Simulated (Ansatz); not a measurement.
Values for one crystal, relaxed and computed with plane-wave PAW r²SCAN (Ansatz code); other levels are named.

```yaml
volume_per_atom: 20.16 Å³
band_gap: 1.24 eV (indirect)
conduction_band_minimum: at Γ
Formation energy from the elements (no fitted shifts): -0.24 eV/atom
Pressure derivative B′: 5.0
electron_effective_mass: 0.75, 1.8, 4.2 mₑ (principal values)
hole_effective_mass: 0.46, 1.1, 3.5 mₑ (principal values)
```

Question: Which of these materials gives this?
(A) CuTe2I, P2_1/c (Cu on 4e, Te on 4e, Te on 4e, I on 4e)
(B) CdSe, wurtzite
(C) Mg3Sb2, La2O3 or Ni2Al3 type
(D) SbOsSe, P2_1/c (Sb on 4e, Os on 4e, Se on 4e)

Answer: D, SbOsSe, P2_1/c (Sb on 4e, Os on 4e, Se on 4e)

The first step of the workflow began from a Materials Project structure, measured or hypothetical; the Crystallography Open Database copy checked does not list it. Its standing as an ambient phase is unchecked. Symmetry was held in the r²SCAN relaxation; its stability against distortions is not shown here. The run is not spin-polarised. The references are the lowest solids computed at this level, not always the standard phases. Spin–orbit coupling is left out wherever it is not named.

Potentials: the later of the program's two PAW sets.
